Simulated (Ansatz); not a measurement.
A relaxed cell of Cs₂H is given with its symmetry left out. The cell was found from a structure generator's guess, not taken from experiment.

All numbers below come from DFT PBE, scalar-relativistic, plane waves, PAW in Ansatz. Cutoff 420 eV, Γ-centred mesh, Gaussian smearing, no spin polarisation.

```
Cs H
1.0
     6.47293    0.00000    0.00000
    -3.23647    5.60572    0.00000
     0.00000    0.00000    5.33718
Cs H
2 1
Direct
  0.33333 0.66667 0.50000
  0.66667 0.33333 0.50000
  0.00000 0.00000 0.50000
```

Energies over the elements count from the elements' standard structures at the same level (H₂ as a molecule), with no fitted energy shifts.

(1) What space group does it have?

(2) What is its formation energy per atom?

(3) Is it a metal?

Answers

(1) P6/mmm (No. 191). Conventional cell: a = 6.473 Å, c = 5.337 Å. Cs is surrounded by 3 Cs at 3.74 Å, 3 H at 3.74 Å and 2 Cs at 5.34 Å; H has 6 Cs at 3.74 Å.

(2) +0.39 eV/atom. It can't be a ground state, since the elements alone are lower.

(3) Yes, bands cross the Fermi level on the 9×9×10 mesh.

The last run used a 9×9×10 mesh (in the run's order of axes) for its 3-atom cell and Gaussian smearing of 0.10 eV. The cell is a metal run without spin; a magnetic state may lie lower. With hydrogen, zero-point motion can shift formation energies by some tens of meV/atom. A structure relaxed within its symmetry needn't be a true minimum.
